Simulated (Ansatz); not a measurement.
HfC:
```yaml
crystal:
  lattice:
    - [0.00000, 2.32049, 2.32049]
    - [2.32049, 0.00000, 2.32049]
    - [2.32049, 2.32049, 0.00000]
  atoms:
    - { symbol: Hf, position: [0.00000, 0.00000, 0.00000] }
    - { symbol: C, position: [0.50000, 0.50000, 0.50000] }
```

Relaxed with r²SCAN.

Question: Map the electron localisation function on the plane through (0.000, 0.000, 0.000) spanned by u = [1, 0, 0] and v = [0, 1, -1] in lattice vectors, from r²SCAN in the plane-wave PAW code Ansatz.

Answer: x is the fraction of u, y of v (the angle between them is 90°; rows are the nearest grid lines); atoms in the plane: Hf at (0.00, 0.00), C at (0.50, 0.50).
```
|99996201210269999|
|99985112321158999|
|99974124542147999|
|98752257875225789|
|65422589998522456|
|21125899999852112|
|01258987678985210|
|12479972027997421|
|23589960006998532|
|12479972027997421|
|01258987678985210|
|21125899999852112|
|65422589998522456|
|98752257875225789|
|99974124542147999|
|99985112321158999|
|99996201210269999|
```
Scale: ten equal steps from 0.009 (start of '0') to 0.851 (end of '9'), in the order '0123456789'; x runs from 0.000 to 1.00, y from 0.000 (bottom) to 1.00 (top).

The density is the valence pseudo-density with augmentation charge, so density and ELF within about 1 Å of a nucleus are not all-electron values.

Space group Fm-3m (rock salt). The cell was relaxed with r²SCAN under the symmetry of its start. The run is not spin-polarised. Spin–orbit coupling is left out wherever it is not named.

Potentials: the earlier of the program's two PAW sets. The files were generated under PBE; for other functionals the program regenerates the frozen cores, and for LDA and PBEsol the local potential too.
